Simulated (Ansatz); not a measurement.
CsI (CsCl type)

```
CELL_PARAMETERS angstrom
      4.66692     0.00000     0.00000
      0.00000     4.66692     0.00000
      0.00000     0.00000     4.66692
ATOMIC_POSITIONS crystal
  Cs 0.00000 0.00000 0.00000
  I  0.50000 0.50000 0.50000
```

The slice is a {210} plane (indices of the conventional cell) through the point (0.500, 0.500, 0.500) (fractional), spanned by u = [100] and v = [021] in vectors of this cell: u (4.67 Å) and v (10.44 Å, at 90° to u). It covers one period; positions are fractions (u, v).

Method: PBE (plane waves to 420 eV, PAW, scalar-relativistic; Ansatz, a program for electronic structure). k mesh 7×7×7. These are valence fields of a PAW run, semicore shells included where kept as valence: close to a nucleus they are smooth pseudo fields. CsI was relaxed with its symmetry unable to fall. Spin-orbit coupling is left out, though I is heavy.

Question: Predict the map of the valence electron density on the slice.

Answer: 
```
|@%*+=:...:=+*%|
|#*+=-:...:-=+*|
|++==-:. .:-==+|
|==--:.. ..:--=|
|--::.......::-|
|:....:::::....|
|....:--=--:...|
|  ..-==+==-.. |
|  .:-=+++=-:. |
| ..:-=+++=-:..|
|...:-==+==-:..|
|....:-===-:...|
|.....:---:....|
|..............|
|...         ..|
|...         ..|
|...         ..|
|..............|
|.....:---:....|
|....:-===-:...|
|...:-==+==-:..|
| ..:-=+++=-:..|
|  .:-=+++=-:. |
|  ..-==+==-.. |
|....:--=--:...|
|:....:::::....|
|--::.......::-|
|==--:.. ..:--=|
|++==-:. .:-==+|
|#*+=-:...:-=+*|
|@%*+=:...:=+*%|
|@@#+=-...-=+#@|
```
Scale: ten equal steps from -2.04 (start of ' ') to 1.28 (end of '@'), in the order ' .:-=+*#%@'. Values: log₁₀ of the valence density in e/Å³. The map has 14 points along u (one character each, u = 0 at the left) and 32 along v (v = 0 in the bottom row). The scale is logarithmic, as a density can span decades between atoms and voids.
